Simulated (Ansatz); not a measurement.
Rb$_{2}$NaSbF$_{6}$:
```xyz
10
Lattice="0.0000 4.4400 4.4400 4.4400 0.0000 4.4400 4.4400 4.4400 0.0000" Properties=species:S:1:pos:R:3 pbc="T T T"
Rb     6.6600     6.6600     6.6600
Rb     2.2200     2.2200     2.2200
Na     4.4400     4.4400     4.4400
Sb     0.0000     0.0000     0.0000
F      2.1899     4.4400     4.4400
F      6.6901     4.4400     4.4400
F      4.4400     2.1899     4.4400
F      4.4400     6.6901     4.4400
F      4.4400     4.4400     2.1899
F      4.4400     4.4400     6.6901
```

Relaxed with r²SCAN.

**Question.** Tabulate the valence density and the electron localisation function along the shortest Rb–F contact (3.14 Å), r²SCAN (plane waves, PAW; program Ansatz).

**Answer.** 

```csv
distance from Rb (Å),density (e/Å³),ELF
0.31,1.78,0.30
0.47,2.14,0.68
0.63,1.91,0.84
0.78,1.33,0.88
0.94,0.77,0.86
1.10,0.39,0.79
1.26,0.19,0.53
1.41,0.10,0.14
1.57,0.06,0.02
1.73,0.06,0.02
1.88,0.08,0.10
2.04,0.15,0.38
2.20,0.32,0.63
2.35,0.73,0.76
2.51,1.73,0.82
2.67,4.25,0.80
2.83,8.47,0.70
```

The density is the valence pseudo-density with augmentation charge, so density and ELF within about 1 Å of a nucleus are not all-electron values.

Space group Fm-3m. The workflow started from a Materials Project entry (that database holds measured and hypothetical structures alike); the Crystallography Open Database copy checked does not list it. Whether it is the stable phase at ambient conditions was not checked. Symmetry was held in the r²SCAN relaxation; its stability against distortions is not shown here. Spin–orbit coupling is left out wherever it is not named.

Potentials: the later of the program's two PAW sets.
